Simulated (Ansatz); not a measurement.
Sheets of one type (MA2Z4 (prismatic core, outer Z over the empty site)-type), plane-wave PAW PBE (Ansatz code); HSE06 gaps on those cells.

```
layer     a (Å)  thickness (Å)
--------  -----  -------------
NbN4Si2       ?              ?
MoN4Si2   2.910           7.00
NbP4Si2   3.534           9.43
TaN4Si2   2.967           7.00
NbAs4Si2  3.682           9.96
```

Question: What belongs in the gaps?

Answer: 
- NbN4Si2, a (Å): 2.966
- NbN4Si2, thickness (Å): 7.01

Spin orders computed, not proven ground states: NbN4Si2, MA2Z4 (prismatic core, outer Z over the empty site)-type layer ferromagnetic. Began spin-polarised and lost the moments: NbP4Si2, MA2Z4 (prismatic core, outer Z over the empty site)-type layer; TaN4Si2, MA2Z4 (prismatic core, outer Z over the empty site)-type layer; NbAs4Si2, MA2Z4 (prismatic core, outer Z over the empty site)-type layer. All cells were relaxed under the symmetry of their starts (and spin orders); stability against distortions was not tested throughout. Rows with no word on spin ran without spin polarisation. Spin–orbit coupling is left out wherever it is not named. Constructed layers (a layer type filled with these elements): NbN4Si2, MA2Z4 (prismatic core, outer Z over the empty site)-type layer; NbP4Si2, MA2Z4 (prismatic core, outer Z over the empty site)-type layer; TaN4Si2, MA2Z4 (prismatic core, outer Z over the empty site)-type layer; NbAs4Si2, MA2Z4 (prismatic core, outer Z over the empty site)-type layer.

Potentials: the later of the program's two PAW sets.
